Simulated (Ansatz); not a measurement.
# Data sheet: Sn4Pt (DFT)

Sn₄Pt:
```yaml
crystal:
  lattice:
    - [3.20959, -5.71139, 0.00000]
    - [3.20959, 5.71139, 0.00000]
    - [0.00000, 0.00000, 6.40467]
  atoms:
    - { symbol: Sn, position: [0.96013, 0.70773, 0.16684] }
    - { symbol: Sn, position: [0.03987, 0.29227, 0.16684] }
    - { symbol: Sn, position: [0.70773, 0.96013, 0.83316] }
    - { symbol: Sn, position: [0.29227, 0.03987, 0.83316] }
    - { symbol: Sn, position: [0.53987, 0.79227, 0.33316] }
    - { symbol: Sn, position: [0.46013, 0.20773, 0.33316] }
    - { symbol: Sn, position: [0.79227, 0.53987, 0.66684] }
    - { symbol: Sn, position: [0.20773, 0.46013, 0.66684] }
    - { symbol: Pt, position: [0.50000, 0.50000, 0.00000] }
    - { symbol: Pt, position: [0.00000, 0.00000, 0.50000] }
```

Space group Ccce (No. 68); conventional cell a = 6.4192 Å, b = 11.4228 Å, c = 6.4047 Å, α = β = γ = 90.00°.

Method: PBEsol in the plane-wave PAW code Ansatz. Structure relaxed to zero pressure with the same functional. Other levels are named where they apply.

Cell and energy:

| Property | Value |
|---|---|
| Volume per atom | 23.48 Å³ |
| Density | 9.48 g/cm³ |
| Formation energy from the elements (no fitted shifts) | -0.31 eV/atom |

Electronic structure:

| Property | Value |
|---|---|
| Electronic character | metallic (no gap) |
| Density of states at the Fermi level | 0.28 states/eV per atom (mean over ±0.08 eV) |

Mechanics:

| Property | Result |
|---|---|
| Bulk modulus (Birch–Murnaghan fit) | 71.4 GPa |
| Pressure derivative B′ | 5.8 |
| Elastic constants (relaxed ions, GPa) | C11 = 138, C22 = 109, C33 = 131, C12 = 48.7, C13 = 44.1, C23 = 46.1, C44 = 17.1, C55 = 53.4, C66 = 26.2 |
| Mechanical stability | stable (all eigenvalues of C positive) |
| Hill bulk and shear moduli | 72.6 and 32.6 GPa |
| Young's modulus | 85.1 GPa |
| Poisson's ratio | 0.30 |
| Debye temperature from the elastic constants | 216 K |

Phonons:

| Quantity | Value |
|---|---|
| Highest zone-centre frequency | 157 cm⁻¹ |
| Zone-centre stability | no imaginary mode at Γ |

The workflow started from a Materials Project entry (that database holds measured and hypothetical structures alike); the Crystallography Open Database files this formula in space group No. 68, but the cells were not matched. Whether it is the stable phase at ambient conditions was not checked. Symmetry was held in the PBEsol relaxation. No spin polarisation was allowed. As this level gives no gap, shear constants depend on the k-mesh and smearing (Fermi–Dirac, 0.1 eV here). As this level gives no gap, phonon frequencies hold no LO–TO term and depend on the k-mesh and smearing (Fermi–Dirac, 0.1 eV here). Axis ratios of metals converge slowly with the k-mesh, so a and c are less sure than the volume. The references are the lowest solids computed at this level, not always the standard phases. Scalar-relativistic: spin–orbit coupling is off unless named, which matters more the heavier the elements.

Potentials: the later of the program's two PAW sets.
